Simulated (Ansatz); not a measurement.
One run on Fe₃W (Pm-3m): field of 600 T on the spins

Theory: Ansatz, DFT, PBEsol, all-electron LAPW, scalar-relativistic.

Command: `ansatz run input.yaml --threads 2 --pin off --max-ram 6144MiB --backend cpu --events-out ev --progress --plain --runs-dir out`

```yaml
crystal:
  lattice:
    - [3.6335815567, 0.0, 0.0]
    - [0.0, 3.6335815567, 0.0]
    - [0.0, 0.0, 3.6335815567]
  atoms:
    - { symbol: Fe, position: [0.0, 0.5, 0.5], spin: 0.8 }
    - { symbol: Fe, position: [0.5, 0.0, 0.5], spin: 0.8 }
    - { symbol: Fe, position: [0.5, 0.5, 0.0], spin: 0.8 }
    - { symbol: W, position: [0.0, 0.0, 0.0], spin: -0.2 }
magnetization:
  spin_polarized: true
  magnetic_field: 600
kpoints:
  mp_grid: { grid: [8, 8, 8] }
scf:
  occupations: { method: fermi_dirac, width: 0.05 }
  convergence: { dr2_threshold: 1.0e-10 }
  lower_state_search: "off"
hamiltonian:
  xc: pbesol
  pseudopotentials: { kind: all_electron, lapw: { basis_error: 0.001 } }
output:
  forces: true
  stress: true
  eigenvalues: false
```

Output:

```
settings of this run that can trade accuracy for cost: output.eigenvalues: false. Do not mix this run's numbers with those of runs without the same settings; the input reference describes each key
LAPW: plane waves up to 9.007 Å⁻¹, error target 1.0e-3 eV per atom; small_component_spin mean_spin; Fe in spheres of 1.238 Å, 16 of its electrons in bands, Dirac shells []; W in spheres of 1.331 Å, 44 of its electrons in bands, Dirac shells [] (how accurate: hamiltonian.pseudopotentials.lapw.basis_error, Limitations)
Engine: ansatz 0.2.0
Pseudopotentials: kind: all_electron
Pseudopotential: Fe, LAPW, valence charge 16, lapw/all_electron/scalar/gaussian/Fe, Koelling and Harmon's equation, gaussian nucleus
Pseudopotential: W, LAPW, valence charge 44, lapw/all_electron/scalar/gaussian/W, Koelling and Harmon's equation, gaussian nucleus
Functional definition: PBEsol
  exchange = pbesol_x
  correlation = pbesol_c
Crystal: 4 atoms, lattice volume = 47.974 Å³
Basis set: ecut = 309.0899874605191 eV, 619 PW (Γ), exchange–correlation at level 2
Bands: 57, of which v1, the nominal top of the filled ones, is band 46 counted from 1 (45 counted from 0)
Symmetry: 48 space group operations
Space group: Pm-3m (ITA 221), of the structure as read, at distance tolerance 3.6e-5 Å
Magnetic group: BNS 221.92 (UNI 1594), of the structure as read, at distance tolerance 3.6e-5 Å
k-points: 35 of 512
Non-local potential: Fe, projectors of the file, none
Non-local potential: W, projectors of the file, none
Initial density: superposition of atomic densities (chi_scale 0.1, normalization cell, long waves kept (reshape's long-wave potential 0.00 eV rms))
Starting moments: Σ|m| = 2.6 μB on 4 of 4 sites
Magnetic field: 600 T along the axis of the moments, on the spin alone (34.7303 meV per μB along it)
Initial wavefunctions: plane waves of lowest kinetic energy (no species holds an atomic orbital)
Functional: x = pbesol(κ = 0.804, μ = 0.12345679012345678), c = pbesol(β = 0.046)
iter 1 solved again at ethr=3.20e-3 eV; its pass at ethr=1.00e-1 eV (dr2=2.95e0 eV) is discarded
SCF iter   1: F=—  HF=-542882.635403 eV  |F-HF|=—  |Δ(HF+E_count)|=         —  Δρ=2.99e-2 (↑2.85e-2 ↓2.99e-2)  dr2=2.94e0  dr2_m=5.41e-3  M=1.919 μB ∫|m|=2.336 μB  β_m=0.30  ethr=3.20e-3  ⟨swp⟩=2.0  Hψ=26394  notcnv=0
preconditioner: auto → Kerker (q_TF=auto, 3.041 Å⁻¹)  [metal: Δε(μ)=0.009 eV  Ē_g=17.175 eV  σ=0.050 eV  W_gap=0.05  n_scr=26 (ndim 8)  ℏωp=37.9 eV  f_vac=0.000  D(μ)=5.39/eV (n_scr^D=80)]
spin=Collinear: Kerker preconditioning applied to the charge; magnetization (m = ρ↑ − ρ↓) channel mixes plain (no charge-response kernel on spin).
SCF iter   2: F=—  HF=-542881.644411 eV  |F-HF|=—  |Δ(HF+E_count)|=   9.91e-1  Δρ=1.27e-2 (↑1.27e-2 ↓1.27e-2)  dr2=3.90e-1  dr2_m=2.84e-3  M=1.930 μB ∫|m|=2.419 μB  β_m=0.30  ethr=3.20e-3  ⟨swp⟩=2.0  Hψ=12120  notcnv=0
SCF iter   3: F=—  HF=-542881.536350 eV  |F-HF|=—  |Δ(HF+E_count)|=   1.08e-1  Δρ=1.59e-2 (↑1.59e-2 ↓1.38e-2)  dr2=8.53e-1  dr2_m=1.60e-3  M=2.021 μB ∫|m|=2.512 μB  β_m=1.00  ethr=4.24e-4  ⟨swp⟩=2.0  Hψ=12347  notcnv=0
SCF iter   4: F=—  HF=-542881.433807 eV  |F-HF|=—  |Δ(HF+E_count)|=   1.03e-1  Δρ=5.99e-3 (↑5.99e-3 ↓4.95e-3)  dr2=6.66e-2  dr2_m=1.43e-3  M=2.077 μB ∫|m|=2.666 μB  β_m=1.00  ethr=4.24e-4  ⟨swp⟩=2.0  Hψ=11709  notcnv=0
SCF iter   5: F=—  HF=-542881.438484 eV  |F-HF|=—  |Δ(HF+E_count)|=         —  Δρ=4.67e-3 (↑4.67e-3 ↓3.25e-3)  dr2=4.85e-2  dr2_m=9.86e-4  M=2.149 μB ∫|m|=2.790 μB  β_m=1.00  ethr=7.24e-5  ⟨swp⟩=2.0  Hψ=11679  notcnv=0
the basis was enlarged: its passes take 2.1 MiB over the memory plan, 2 of 2 planned eigensolver slots
iter 6 solved again at ethr=9.36e-7 eV; its pass at ethr=5.27e-5 eV (dr2=8.61e-4 eV) is discarded
SCF iter   6: F=—  HF=-542881.438972 eV  |F-HF|=—  |Δ(HF+E_count)|=   4.88e-4  Δρ=1.79e-3 (↑1.42e-3 ↓1.79e-3)  dr2=8.61e-4  dr2_m=6.36e-4  M=2.202 μB ∫|m|=2.891 μB  β_m=1.00  ethr=9.36e-7  ⟨swp⟩=2.0  Hψ=19555  notcnv=0
SCF iter   7: F=—  HF=-542881.440877 eV  |F-HF|=—  |Δ(HF+E_count)|=   1.90e-3  Δρ=1.93e-3 (↑1.93e-3 ↓8.39e-4)  dr2=6.26e-3  dr2_m=3.44e-4  M=2.247 μB ∫|m|=2.964 μB  β_m=1.00  ethr=9.36e-7  ⟨swp⟩=2.0  Hψ=11683  notcnv=0
SCF iter   8: F=—  HF=-542881.440465 eV  |F-HF|=—  |Δ(HF+E_count)|=   4.12e-4  Δρ=8.09e-4 (↑7.03e-4 ↓8.09e-4)  dr2=9.03e-5  dr2_m=2.05e-4  M=2.278 μB ∫|m|=3.021 μB  β_m=1.00  ethr=9.36e-7  ⟨swp⟩=2.0  Hψ=11682  notcnv=0
SCF iter   9: F=—  HF=-542881.440857 eV  |F-HF|=—  |Δ(HF+E_count)|=   3.93e-4  Δρ=6.15e-4 (↑6.15e-4 ↓4.90e-4)  dr2=8.31e-5  dr2_m=1.22e-4  M=2.304 μB ∫|m|=3.064 μB  β_m=0.30  ethr=9.82e-8  ⟨swp⟩=2.0  Hψ=11691  notcnv=0
Mixer restart at iter 9: flushing history
spin-set hold released at iteration 9 (site moments contracting): the magnetisation degrees of freedom join the quasi-Newton model from the next iteration; the mixer history was flushed
SCF iter  10: F=—  HF=-542881.440934 eV  |F-HF|=—  |Δ(HF+E_count)|=   7.66e-5  Δρ=5.49e-4 (↑4.58e-4 ↓5.49e-4)  dr2=2.05e-5  dr2_m=1.03e-4  M=2.309 μB ∫|m|=3.074 μB  β_m=0.65  ethr=9.03e-8  ⟨swp⟩=2.0  Hψ=11687  notcnv=0
SCF iter  11: F=—  HF=-542881.441741 eV  |F-HF|=—  |Δ(HF+E_count)|=   8.07e-4  Δρ=1.10e-3 (↑1.10e-3 ↓4.56e-4)  dr2=1.96e-3  dr2_m=9.10e-5  M=2.332 μB ∫|m|=3.105 μB  β_m=0.07  ethr=2.22e-8  ⟨swp⟩=3.0  Hψ=12671  notcnv=0  recentre
SCF iter  12: F=—  HF=-542881.441024 eV  |F-HF|=—  |Δ(HF+E_count)|=   7.18e-4  Δρ=5.08e-4 (↑4.04e-4 ↓5.08e-4)  dr2=1.68e-5  dr2_m=8.56e-5  M=2.317 μB ∫|m|=3.087 μB  β_m=0.13  ethr=2.22e-8  ⟨swp⟩=3.0  Hψ=12701  notcnv=0
SCF iter  13: F=—  HF=-542881.441241 eV  |F-HF|=—  |Δ(HF+E_count)|=   2.17e-4  Δρ=3.66e-4 (↑2.85e-4 ↓3.66e-4)  dr2=8.45e-6  dr2_m=4.40e-5  M=2.340 μB ∫|m|=3.124 μB  β_m=0.35  ethr=1.82e-8  ⟨swp⟩=2.7  Hψ=11801  notcnv=0
SCF iter  14: F=—  HF=-542881.441476 eV  |F-HF|=—  |Δ(HF+E_count)|=   2.35e-4  Δρ=1.05e-4 (↑9.29e-5 ↓1.05e-4)  dr2=2.02e-5  dr2_m=2.38e-7  M=2.401 μB ∫|m|=3.223 μB  β_m=0.46  ethr=9.19e-9  ⟨swp⟩=3.0  Hψ=12800  notcnv=0
SCF iter  15: F=—  HF=-542881.441477 eV  |F-HF|=—  |Δ(HF+E_count)|=   1.63e-6  Δρ=7.79e-5 (↑7.79e-5 ↓7.72e-5)  dr2=1.72e-5  dr2_m=4.53e-8  M=2.404 μB ∫|m|=3.229 μB  β_m=0.67  ethr=9.19e-9  ⟨swp⟩=2.0  Hψ=11687  notcnv=0
SCF iter  16: F=—  HF=-542881.441477 eV  |F-HF|=—  |Δ(HF+E_count)|=   4.80e-7  Δρ=1.43e-5 (↑1.43e-5 ↓1.33e-5)  dr2=7.64e-7  dr2_m=4.89e-9  M=2.405 μB ∫|m|=3.230 μB  β_m=0.83  ethr=9.19e-9  ⟨swp⟩=2.0  Hψ=11686  notcnv=0
SCF iter  17: F=—  HF=-542881.441477 eV  |F-HF|=—  |Δ(HF+E_count)|=   5.01e-9  Δρ=9.62e-6 (↑8.37e-6 ↓9.62e-6)  dr2=3.45e-7  dr2_m=7.42e-10  M=2.404 μB ∫|m|=3.229 μB  β_m=0.76  ethr=8.30e-10  ⟨swp⟩=2.0  Hψ=11686  notcnv=0
SCF iter  18: F=—  HF=-542881.441477 eV  |F-HF|=—  |Δ(HF+E_count)|=   3.64e-8  Δρ=3.84e-6 (↑3.27e-6 ↓3.84e-6)  dr2=4.32e-8  dr2_m=1.66e-10  M=2.404 μB ∫|m|=3.229 μB  β_m=0.62  ethr=3.75e-10  ⟨swp⟩=2.0  Hψ=11686  notcnv=0
SCF iter  19: F=—  HF=-542881.441477 eV  |F-HF|=—  |Δ(HF+E_count)|=   3.17e-8  Δρ=1.82e-6 (↑1.32e-6 ↓1.82e-6)  dr2=1.00e-8  dr2_m=5.01e-11  M=2.404 μB ∫|m|=3.229 μB  β_m=0.71  ethr=4.69e-11  ⟨swp⟩=2.0  Hψ=11686  notcnv=0
SCF iter  20: F=—  HF=-542881.441477 eV  |F-HF|=—  |Δ(HF+E_count)|=   1.51e-9  Δρ=3.78e-7 (↑3.28e-7 ↓3.78e-7)  dr2=1.31e-10  dr2_m=6.71e-12  M=2.404 μB ∫|m|=3.229 μB  β_m=0.69  ethr=1.49e-11 (applied; sched 1.09e-11)  ⟨swp⟩=2.0  Hψ=11686  notcnv=0
SCF iter  21: F=—  HF=-542881.441477 eV  |F-HF|=—  |Δ(HF+E_count)|=   1.05e-9  Δρ=2.03e-7 (↑2.03e-7 ↓1.79e-7)  dr2=1.01e-10  dr2_m=5.96e-13  M=2.404 μB ∫|m|=3.229 μB  β_m=0.80  ethr=1.49e-11 (applied; sched 1.00e-12)  ⟨swp⟩=2.0  Hψ=11686  notcnv=0
SCF iter  22: F=-542881.441477 eV  HF=-542881.441477 eV  |F-HF|=3.49e-10  |Δ(HF+E_count)|=  3.49e-10  Δρ=8.73e-8 (↑8.27e-8 ↓8.73e-8)  dr2=1.76e-11  dr2_m=2.02e-13  M=2.404 μB ∫|m|=3.229 μB  ethr=1.49e-11 (applied; sched 1.00e-12)  ⟨swp⟩=2.0  Hψ=11686  notcnv=0
SCF 1 converged in 22 iterations: F = -542881.441477 eV  dr2 = 1.76e-11
SCF converged after 22 iterations
Magnetization: 2.4044 μB (47.2022 up, 44.7978 down)
Absolute magnetization: 3.2287 μB (∫|ρ↑−ρ↓|)
Spin contamination: 0.0911 ħ² per cell (⟨S²⟩ above its minimum at these occupations)
Per-site moments (μB) at R_I (Å): [(0.9350974219367565, 1.2383391087298041), (0.9350974219367565, 1.2383391087298041), (0.9350974219367565, 1.2383391087298041), (-0.33086046674369385, 1.3309910117211343)]
Free energy (F): -542881.441477 eV
Harris-Foulkes:  -542881.441477 eV  (|F-HF|=3.49e-10)
Internal energy: -542881.404850 eV  (E = F + TS)
E sigma→0 (E₀):  -542881.423164 eV
Entropy (-TS):   -0.036626 eV (-9.157 meV/atom)
Fermi energy:    22.783059 eV
--- Per-component energies (eV) ---
  E_band       = -5058.580919
  E_kinetic    = 596910.565961
  E_xc         = -13171.787269
  E_zeeman     = -0.083504  (= −μ_B·B·M)
  E_electrostatic = -1126620.100038  (all electrons and nuclei)
  E_smearing   = -0.036626  (= −TS)
  E_closure    = 0.000000  (closes the sum)
  E_atoms      = -542839.810517  (free atoms, spherical and without spin; not in F)
  Σ components = -542881.441477   (vs F -542881.441477, Δ=0.00e0)
  Basis errors (estimates in eV, not in F): energy 2.5e-4 per atom: plane waves 2.0e-4 (1.0e-4 summed), levels above the bands 8.3e-82, relativity 2.3e-8, radial functions 4.8e-5, core shells 6.4e-8; eigenvalues (radial functions only) 1.7e-6; not estimated: angular momenta, meshes, grids; target (lapw.basis_error) 1.0e-3; muffin-tin radii Fe 1.238 Å, W 1.331 Å
--- Forces (eV/Å), atoms counted from 1 ---
  atom   1  Fe     0.00000000    -0.00000000     0.00000000
  atom   2  Fe     0.00000000    -0.00000000     0.00000000
  atom   3  Fe     0.00000000    -0.00000000     0.00000000
  atom   4  W      0.00000000    -0.00000000     0.00000000
  max |Σ_I F_I| component: 6.08e-30 eV/Å
--- Stress (GPa, compression-positive) ---
      -12.736576       0.000000       0.000000
        0.000000     -12.736576       0.000000
        0.000000       0.000000     -12.736576
  P = ⅓ Tr σ = -12.7366 GPa (-127.366 kbar)
settings of this run that can trade accuracy for cost: output.eigenvalues: false. Do not mix this run's numbers with those of runs without the same settings; the input reference describes each key
```

Site moments (μB): Fe1 0.94, Fe2 0.94, Fe3 0.94, W4 -0.33. Cell moment 2.40 μB.

The magnetic group in the log treats spin as a scalar label, without spin–orbit coupling.

The Ansatz runs typed with the search for lower states off end where their start leads. Spin–orbit coupling is left out although heavy atoms are present. These are results for the start and cell typed. The real compound can order otherwise, in a larger cell, or not at all, since semilocal functionals at zero temperature often overstate magnetism.

It took 2.2 min on 2 threads of Intel(R) Xeon(R) Processor @ 2.50GHz (Skylake/Cascade Lake), with other jobs on the host, peak memory 0.81 GiB.
